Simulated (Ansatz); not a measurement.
K2ZnI4:
```yaml
crystal:
  lattice:
    - [7.86548, 0.00000, 0.00000]
    - [0.00000, 8.16923, 0.00000]
    - [-2.98830, 0.00000, 9.15894]
  atoms:
    - { symbol: K, position: [0.21972, 0.25000, 0.55361] }
    - { symbol: K, position: [0.78028, 0.75000, 0.44639] }
    - { symbol: K, position: [0.25664, 0.25000, 0.06568] }
    - { symbol: K, position: [0.74336, 0.75000, 0.93432] }
    - { symbol: Zn, position: [0.77766, 0.25000, 0.69881] }
    - { symbol: Zn, position: [0.22234, 0.75000, 0.30119] }
    - { symbol: I, position: [0.59427, 0.25000, 0.42176] }
    - { symbol: I, position: [0.40573, 0.75000, 0.57824] }
    - { symbol: I, position: [0.00282, 0.00122, 0.24221] }
    - { symbol: I, position: [0.99718, 0.99878, 0.75779] }
    - { symbol: I, position: [0.99718, 0.50122, 0.75779] }
    - { symbol: I, position: [0.00282, 0.49878, 0.24221] }
    - { symbol: I, position: [0.58365, 0.25000, 0.87548] }
    - { symbol: I, position: [0.41635, 0.75000, 0.12452] }
```

Relaxed with r²SCAN.

### Question
Give the Bader charges and basin volumes of the independent atoms, plane-wave PAW r²SCAN (Ansatz code).

### Answer


| atom | Bader charge (e) | Bader volume (Å³) |
|---|---|---|
| K1 | +0.85 | 23.8 |
| K3 | +0.86 | 24.7 |
| Zn5 | +0.81 | 15.3 |
| I7 | -0.63 | 59.5 |
| I9 | -0.63 | 54.0 |
| I13 | -0.64 | 60.5 |

Space group P2_1/m. The workflow started from a Materials Project entry (that database holds measured and hypothetical structures alike); the Crystallography Open Database copy checked does not list it. Whether it is the stable phase at ambient conditions was not checked. Symmetry was held in the r²SCAN relaxation; its stability against distortions is not shown here. Scalar-relativistic: spin–orbit coupling is off unless named, which matters more the heavier the elements.

Potentials: the later of the program's two PAW sets.
